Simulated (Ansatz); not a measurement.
TiB2 in space group P4/mmm (No. 123; B on 2f, Ti on 1b) under volume change, PBE (plane waves, PAW; program Ansatz), shape and atoms relaxed at each volume.

```csv
V (Å³/atom),E − E(relaxed) (meV/atom),P (GPa)
9.206,52.6,19.94
9.510,22.2,12.33
9.813,5.3,5.72
10.117,0.0,0.00
10.420,4.8,-5.00
10.724,18.5,-9.33
11.027,39.8,-13.04
```

### Question
What does a third-order Birch–Murnaghan fit give for V₀, B₀ and B′?

### Answer
V₀ = 10.12 Å³/atom, B₀ = 178 GPa, B′ = 3.7.

The cell is a constructed one: a structure type filled with these elements; neither database checked (COD, Materials Project) lists it. It is not the phase usual at ambient conditions (space group No. 191). The PBE relaxation kept the symmetry of its start; whether a distortion lowers the energy is not shown. No spin polarisation was allowed.

Potentials: the later of the program's two PAW sets.
